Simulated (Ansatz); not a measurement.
Na (bcc)

Computed with Ansatz (plane waves, PAW, 420 eV cutoff): PBE with spin–orbit coupling, two-component spinors, Γ-centred 14×14×14 mesh, 0.05 eV Gaussian smearing. The datasets are Ansatz's generated set soft_2.

```
Na
1.0
    -2.09834    2.09834    2.09834
     2.09834   -2.09834    2.09834
     2.09834    2.09834   -2.09834
Na
1
Direct
  0.00000 0.00000 0.00000
```

```yaml
Space_group: Im-3m (No. 229)
Volume: 36.96 Å³/atom
```

Estimate the site spin moments at this level of theory (PBE+SOC).

none.

Estimate the band gap at this level of theory (PBE+SOC).

zero (metallic).

The calculation's cell holds 9 valence electrons, an odd number. Without magnetic order each Kramers pair of bands takes two, so one stays part-filled and the crystal must be a metal.

**What was measured.** A measured cell of cubic Na (space group Im-3m) at 293 K, from the Crystallography Open Database (1963), has a = 4.291 Å and 39.49 Å³/atom.

**Comparison.** The computed cell (4.197 Å, 36.96 Å³/atom) differs from the database's by −6.4 % in volume, about −2.2 % in length. PBE more often overestimates volumes; a smaller cell is partly the thermal expansion and zero-point motion that the static lattice lacks.
